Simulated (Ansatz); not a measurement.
A geometry of Mg away from equilibrium: step 2 of the relaxation of a relaxed Mg cell displaced along its unstable phonon at q = (½, ½, 0) of its primitive reciprocal cell (169i cm⁻¹), largest move 0.15 Å. All values below come from r2SCAN (plane waves to 500 eV, PAW, scalar-relativistic; Ansatz, a program for electronic structure). Γ-centred k-mesh 11×11×11 on the run's cell (coarser than for final values), Fermi–Dirac smearing 0.05 eV.

```xyz
2
Lattice="5.9387 0.0000 0.0000 2.9694 2.9694 0.0000 0.0000 0.0000 2.9923" Properties=species:S:1:pos:R:3:forces:R:3 pbc="T T T" free_energy=-3852.159 pressure_GPa=-0.8
Mg     0.0000     0.0000     0.3447    0.0000    0.0000    0.6068
Mg     2.9694     0.0000    -0.3447    0.0000    0.0000   -0.6068
```

Positions in Å, forces in eV/Å, free energy of the cell in eV (comparable only within this code, potentials and settings). Largest force: 0.61 eV/Å, on Mg1, Mg2 (atoms numbered as listed); the geometry lies 0.31 to 0.32 eV/atom (the two k-meshes of the run give this range) above the end of its relaxation.

No spin polarisation in the result.

The run could not lose the symmetry of its start, so the end can be a saddle point.

The end of the path is a generated cell of Mg: the first start was made by placing the elements on the sites of a structure type, and the end was not matched to a known phase here, so it may be hypothetical. Known forms of Mg include space group No. 194.
